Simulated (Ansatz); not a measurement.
input.yaml (Ansatz)

```yaml
crystal:
  lattice:
    - [2.5632976771, 0.0, 0.0]
    - [-1.2816488385, 2.2198809058, 0.0]
    - [0.0, 0.0, 9.0312439004]
  atoms:
    - { symbol: Cr, position: [0.0, 1.0, 1.0], spin: 1.5 }
    - { symbol: Cr, position: [0.0, 0.0, 0.5], spin: 1.5 }
    - { symbol: Cr, position: [0.3333333333, 0.6666666667, 0.25], spin: 1.5 }
    - { symbol: Cr, position: [0.6666666667, 0.3333333333, 0.75], spin: 1.5 }
hamiltonian:
  xc: pbesol
  pseudopotentials:
    kind: paw
    azcp:
      Cr: "pseudopotentials/Cr.paw.azcp"
basis:
  ecutwfc: 420
  fft_grid_basis: typed
kpoints:
  mp_grid: { grid: [16, 16, 4], shift: [0, 0, 0] }
magnetization:
  spin_polarized: true
scf:
  occupations: { method: fermi_dirac, width: 0.05 }
  lower_state_search: "off"
output:
  stress: true
```

Output

```
Warning: the record states the generating functional pbe (its physics header spells it `PBE`), which answers neither for hamiltonian.xc's functional nor for the pbesol family's — results may be inconsistent (PPs are generated against a specific XC)
Engine: ansatz 0.2.0, x86_64-unknown-linux-gnu
Pseudopotentials: kind: paw
Pseudopotential: Cr, paw, valence charge 14, recommended cutoff 420 eV (normal) 
Functional definition: PBEsol
  exchange = pbesol_x
  correlation = pbesol_c
Crystal: 4 atoms, lattice volume = 51.390 Å³
Basis set: ecut = 420 eV, 1021 PW (Γ)
Bands: 38, of which v1, the nominal top of the filled ones, is band 28 counted from 1 (27 counted from 0)
Symmetry: 24 space group operations
Space group: P63/mmc (ITA 194), of the structure as read, at distance tolerance 3.7e-5 Å
Magnetic group: BNS 194.263 (UNI 1493), of the structure as read, at distance tolerance 3.7e-5 Å
k-points: 90 of 1024
Non-local potential: Cr, projectors of the file, l = 0: 3, l = 1: 2, l = 2: 3, l = 3: 1
PAW form: soft (Blöchl's): semilocal exchange-correlation on the pseudo side does not see the compensation charge
PAW frozen core: Cr, regenerated for the run's functional, and the local potential with it (the file was generated under x = pbe(κ = 0.804, μ = 0.2195149727645171), c = pbe(β = 0.06672455060314922))
PAW one-centre angular grid: Cr, 590 points (default); XC on 64 Gauss nodes
Initial density: superposition of atomic densities (chi_scale 0.1, normalization cell)
Starting moments: Σ|m| = 6 μB on 4 of 4 sites
Initial wavefunctions: pseudopotential atomic-orbital guess
Functional: x = pbesol(κ = 0.804, μ = 0.12345679012345678), c = pbesol(β = 0.046)
SCF iter   1: F=—  HF=-13401.223295 eV  |F-HF|=—  |Δ(HF+E_count)|=         —  Δρ=2.04e-1 (↑2.04e-1 ↓6.00e-2)  dr2=2.67e1  dr2_m=3.50e0  M=2.839 μB ∫|m|=2.842 μB  β_m=0.30  ethr=3.10e-3  ⟨swp⟩=3.4  Hψ=20546  notcnv=0  defer=2
SCF iter   2: F=—  HF=-13396.100732 eV  |F-HF|=—  |Δ(HF+E_count)|=    5.12e0  Δρ=1.10e-1 (↑1.10e-1 ↓3.51e-2)  dr2=6.80e0  dr2_m=1.43e0  M=2.972 μB ∫|m|=2.976 μB  β_m=0.30  ethr=3.10e-3  ⟨swp⟩=2.4  Hψ=14308  notcnv=0  defer=332
SCF iter   3: F=—  HF=-13394.592247 eV  |F-HF|=—  |Δ(HF+E_count)|=    1.51e0  Δρ=4.49e-2 (↑3.59e-2 ↓4.49e-2)  dr2=1.54e0  dr2_m=4.83e-1  M=3.175 μB ∫|m|=3.178 μB  β_m=0.30  ethr=3.10e-3  ⟨swp⟩=2.8  Hψ=13633  notcnv=0  defer=314
SCF iter   4: F=—  HF=-13394.772197 eV  |F-HF|=—  |Δ(HF+E_count)|=   1.80e-1  Δρ=5.36e-2 (↑5.36e-2 ↓5.03e-2)  dr2=6.24e0  dr2_m=4.21e-1  M=2.852 μB ∫|m|=2.856 μB  β_m=0.30  ethr=2.74e-3  ⟨swp⟩=2.4  Hψ=9928  notcnv=0  defer=231
SCF iter   5: F=—  HF=-13394.529858 eV  |F-HF|=—  |Δ(HF+E_count)|=   2.42e-1  Δρ=3.30e-2 (↑3.30e-2 ↓2.14e-2)  dr2=7.78e-2  dr2_m=3.42e-1  M=2.577 μB ∫|m|=2.582 μB  β_m=0.30  ethr=2.74e-3  ⟨swp⟩=3.0  Hψ=11621  notcnv=0  defer=226
SCF iter   6: F=—  HF=-13394.546401 eV  |F-HF|=—  |Δ(HF+E_count)|=   1.65e-2  Δρ=2.33e-2 (↑2.13e-2 ↓2.33e-2)  dr2=2.18e-3  dr2_m=2.33e-1  M=2.419 μB ∫|m|=2.423 μB  β_m=0.30  ethr=1.39e-4  ⟨swp⟩=2.7  Hψ=12724  notcnv=0  defer=237
SCF iter   7: F=—  HF=-13394.584428 eV  |F-HF|=—  |Δ(HF+E_count)|=   3.80e-2  Δρ=2.01e-2 (↑1.98e-2 ↓2.01e-2)  dr2=2.24e-4  dr2_m=1.87e-1  M=2.226 μB ∫|m|=2.230 μB  β_m=0.30  ethr=3.88e-6  ⟨swp⟩=2.1  Hψ=13452  notcnv=0  defer=231
...
iter 27 did not close the SCF: its close was put off for a magnetic moment that had not settled (scf_convergence_deferred on its scf_iter line)
SCF iter  27: F=-13394.723123 eV  HF=-13394.723123 eV  |F-HF|=1.83e-9  |Δ(HF+E_count)|=   8.43e-9  Δρ=1.48e-6 (↑1.27e-6 ↓1.48e-6)  dr2=2.15e-9  dr2_m=2.46e-10  M=-0.000 μB ∫|m|=0.000 μB  β_m=0.70  ethr=1.79e-10  ⟨swp⟩=6.2  Hψ=18775  notcnv=0
iter 28 did not close the SCF: its close was put off for a magnetic moment that had not settled (scf_convergence_deferred on its scf_iter line)
SCF iter  28: F=-13394.723123 eV  HF=-13394.723123 eV  |F-HF|=1.23e-9  |Δ(HF+E_count)|=  9.11e-10  Δρ=9.12e-7 (↑9.12e-7 ↓6.72e-7)  dr2=1.31e-9  dr2_m=7.62e-11  M=-0.000 μB ∫|m|=0.000 μB  β_m=0.62  ethr=3.84e-12  ⟨swp⟩=1.0  Hψ=18587  notcnv=0
SCF iter  29: F=-13394.723123 eV  HF=-13394.723123 eV  |F-HF|=7.15e-10  |Δ(HF+E_count)|=  2.91e-11  Δρ=5.26e-7 (↑4.68e-7 ↓5.26e-7)  dr2=7.70e-10  dr2_m=3.61e-11  M=-0.000 μB ∫|m|=0.000 μB  ethr=2.34e-12  ⟨swp⟩=1.0  Hψ=16001  notcnv=0
WARN: the starting moments were not kept: the SCF closed with an absolute magnetisation of 3.3e-5 μB, where they sum to 6 μB in size (4 sites). That is at most 0.1 of that sum. Measured as dr2_m measures the in/out step, that magnetisation stands 2.9e-10 eV from none, at or under the dr2_threshold of 1.0e-7 eV: it is no larger than a step whose dr2_m would equal this threshold. The system may hold no moment; this SCF shows only that its start led to no more than that. To try another start: raise the starting moments (crystal.atoms[].spin, magnetization.per_species, magnetization.initial_magnetization, or on a non-collinear deck that types none of these the spinor_matrix: blocks that start its atoms; where the total moment is fixed, keep their sum and leave initial_magnetization as it is; typed ones take the place of any that the run laid by itself, positive ones on a crystal's lanthanoids without a Hubbard term where scf.initial_density.shell_occupations: [] is typed) or, if the notice of its spin-set hold's release reads "site moments contracting" or "site moments show no strong build", lengthen the hold (scf.mixing.spin_hold: { on: { confirm: 4 } }; for m-r²SCAN on two components see the key's manual first). Each may lead to a state that holds a moment. A second SCF, from the converged charge density, with the starting moments and any scf.initial_density.shell_occupations laid on it anew, would have followed, and was not run: the deck does not ask for one (magnetization.retry_lost_moments is false, the default). To let it run, set magnetization.retry_lost_moments: true and run the deck again, where that key's refused combinations let it; where memory then withholds it, that run's warning says so.
SCF 1 converged in 29 iterations: F = -13394.723123 eV  dr2 = 7.70e-10
SCF converged after 29 iterations
Magnetization: -0.0000 μB (28.0000 up, 28.0000 down)
Absolute magnetization: 0.0000 μB (∫|ρ↑−ρ↓|, with the PAW one-centre terms)
Spin contamination: 0.0000 ħ² per cell (⟨S²⟩ above its minimum at these occupations)
Per-site moments (μB) at R_I (Å): [(-1.072190738699942e-5, 1.057360291796548), (-1.0721907386997077e-5, 1.057360291796548), (-4.109294564064284e-6, 1.057360291796548), (-4.109294564266232e-6, 1.057360291796548)]
Free energy (F): -13394.723123 eV
Harris-Foulkes:  -13394.723123 eV  (|F-HF|=7.15e-10)
Internal energy: -13394.665390 eV  (E = F + TS)
E sigma→0 (E₀):  -13394.694257 eV
Entropy (-TS):   -0.057733 eV (-14.433 meV/atom)
Fermi energy:    16.835069 eV
--- Per-component energies (eV) ---
  E_band       = -696.918333
  E_kinetic    = 1364.482683
  E_local      = -5090.030469  (includes V_loc(G=0)·N_el)
  E_nonlocal   = 319.655424
  E_hartree    = 2184.395989
  E_xc         = -552.315093
  E_vxc        = -707.459718  (∫ρ·V_xc dr)
  E_paw        = -4666.599938  (= ΣΔE_a)
  E_vpaw       = -952.359655  (= ΣTr[D̂ρ^β])
  E_aug_tail   = 0.001427  (compensation charges beyond the density's cutoff)
  E_ewald      = -6954.895412
  E_core_change = 0.639998  (= ΣΔE_core)
  E_smearing   = -0.057733  (= −TS)
  E_closure    = 0.000000  (closes the sum)
  Σ components = -13394.723123   (vs F -13394.723123, Δ=0.00e0)
--- Stress (GPa, compression-positive) ---
      -23.752236       0.000000       0.000000
        0.000000     -23.752236       0.000000
        0.000000       0.000000     -21.914044
  P = ⅓ Tr σ = -23.1395 GPa (-231.395 kbar)
```
